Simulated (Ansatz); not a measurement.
Ni2TeO2: relaxed-ion elastic tensor

Computed with DFT PBE, scalar-relativistic, plane waves, PAW (Ansatz). Cutoff 420 eV, 12×12×12 k-points (Γ-centred), Gaussian smearing of 0.10 eV. No spin polarisation.

Equilibrium structure at this level:
```yaml
crystal:
  lattice:
    - [-1.74277, 1.78670, 5.55187]
    - [1.74277, -1.78670, 5.55187]
    - [1.74277, 1.78670, -5.55187]
  atoms:
    - { symbol: Ni, position: [0.82719, 0.32719, 0.50000] }
    - { symbol: Ni, position: [0.17281, 0.67281, 0.50000] }
    - { symbol: Te, position: [0.00000, 0.00000, 0.00000] }
    - { symbol: O, position: [0.28932, 0.28932, 0.00000] }
    - { symbol: O, position: [0.71068, 0.71068, 0.00000] }
```

It was reached by relaxing an invented guess, and it needn't be the stable form of this composition. In a metal, frequencies and elastic constants depend on the k mesh and the smearing, soft modes and shear constants most. Spin–orbit coupling is left out, which matters for heavy elements.

Task: Give the relaxed-ion elastic constants (GPa, Voigt order xx yy zz yz xz xy, on the Cartesian axes of the cell above).

Result:
C11 = 158.1, C12 = 87.3, C13 = 95.4, C22 = 330.2, C23 = 73.9, C33 = 157.0, C44 = 39.7, C55 = -5.0, C66 = 55.5 GPa; the others vanish.

Task: Is the crystal stable against homogeneous strain?

Result: Too close to call: the least eigenvalue is -4.9 GPa, within what the k mesh leaves open in a metal.
